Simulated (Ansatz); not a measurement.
Here is the system:

MgZnO2:
```
MgZnO2
1.0
    1.48421     0.85691     4.80629
   -1.48421     0.85691     4.80629
    0.00000    -1.71382     4.80629
Mg Zn O
1 1 2
Direct
  0.00000   0.00000   0.00000
  0.50000   0.50000   0.50000
  0.25205   0.25205   0.25205
  0.74795   0.74795   0.74795
```

This is the LDA-relaxed structure.

Question: All from DFT-LDA in the program Ansatz with PAW potentials, unless another level is named. Estimate the band gap.

Answer: 2.88 eV (indirect).

Question: Give the weight of the conduction-edge state by species (Voronoi cells).

Answer: O 51 %, Zn 30 %, Mg 19 %.

Question: Predict the valence-band maximum.

Answer: at T.

Space group R-3m. The first step of the workflow began from a Materials Project structure, measured or hypothetical; the Crystallography Open Database copy checked does not list it. With Mg and Zn taken as one species the cell has the higher symmetry Fm-3m, so it may be an ordered model of a mixed-site phase. Its standing as an ambient phase is unchecked. The LDA relaxation kept the symmetry of its start; of distortions, only those at the zone centre were tested.

Potentials: the later of the program's two PAW sets.
